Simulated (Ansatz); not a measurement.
## CaTlH$_{3}$: modes against the lattice constant

All numbers below come from Ansatz 0.2.0, DFT LDA, scalar-relativistic, plane waves, PAW. Cutoff 420 eV, 10×10×10 k-points (Γ-centred), Fermi-Dirac smearing of 0.15 eV. No spin polarisation. Phonons by linear response, acoustic sum rule imposed.

The cell is fixed (symmetry leaves no force on the atoms) and stands under 2.7 GPa:
```yaml
crystal:
  lattice:
    - [4.12040, 0.00000, 0.00000]
    - [0.00000, 4.12040, 0.00000]
    - [0.00000, 0.00000, 4.12040]
  atoms:
    - { symbol: Tl, position: [0.00000, 0.00000, 0.00000] }
    - { symbol: Ca, position: [0.50000, 0.50000, 0.50000] }
    - { symbol: H, position: [0.50000, 0.50000, 0.00000] }
    - { symbol: H, position: [0.50000, 0.00000, 0.50000] }
    - { symbol: H, position: [0.00000, 0.50000, 0.50000] }
```

Its imaginary modes show that this cell, the ideal cubic perovskite prototype, isn't a minimum of the energy. In a metal, frequencies and elastic constants depend on the k mesh and the smearing, soft modes and shear constants most. Spin–orbit coupling is left out, which can shift energies with elements as heavy as these.

Task: How do the optical zone-centre modes (counted from the lowest optical one, degenerate ones once; i marks imaginary ones) of this metal change over a = 4.120, 4.200 and 4.269 Å (k meshes 10×10×10, 8×8×8, 8×8×8)?

Result:
```csv
a (Å),4.120,4.200,4.269
pressure (GPa),2.7,0.6,-0.9
mode 1 (cm⁻¹),490i,433i,386i
mode 4 (cm⁻¹),354i,287i,232i
mode 7 (cm⁻¹),97,101,109
mode 10 (cm⁻¹),1540,1439,1355
```

Cost: 3 runs of about 7.7 core-minutes in all, on Arm Neoverse N1 (shared hosts).